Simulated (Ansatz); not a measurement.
**BiN: zone-centre modes at 2.7 GPa**

Computed with Ansatz 0.2.0, DFT PBE, scalar-relativistic, plane waves, PAW. Settings: 420 eV plane-wave cutoff, Γ-centred 14×14×14 mesh, Fermi-Dirac smearing of 0.15 eV. No spin polarisation. Phonons by linear response, acoustic sum rule imposed.

The cell is fixed (symmetry leaves no force on the atoms) and stands under 2.7 GPa:
```
CELL_PARAMETERS angstrom
0.00000 2.74870 2.74870
2.74870 0.00000 2.74870
2.74870 2.74870 0.00000
ATOMIC_POSITIONS crystal
Bi 0.00000 0.00000 0.00000
N 0.25000 0.25000 0.25000
```

The cell is the ideal cubic zincblende prototype; whether it is the stable structure of this composition wasn't checked. In a metal, frequencies and elastic constants depend on the k mesh and the smearing, soft modes and shear constants most. Spin–orbit coupling is left out, which can shift energies with elements as heavy as these.

Task: Is this structure stable against zone-centre distortions?

Result: Yes, at Γ: no optical mode is imaginary. Strains and other wave vectors aren't tested by this run.

Task: List the optical modes at Γ (i marks imaginary ones).

Result:
```csv
frequency (THz),degeneracy
9.55,3
```

Cost: 1 run of about 1.5 core-minutes, on Arm Neoverse N1 (shared hosts).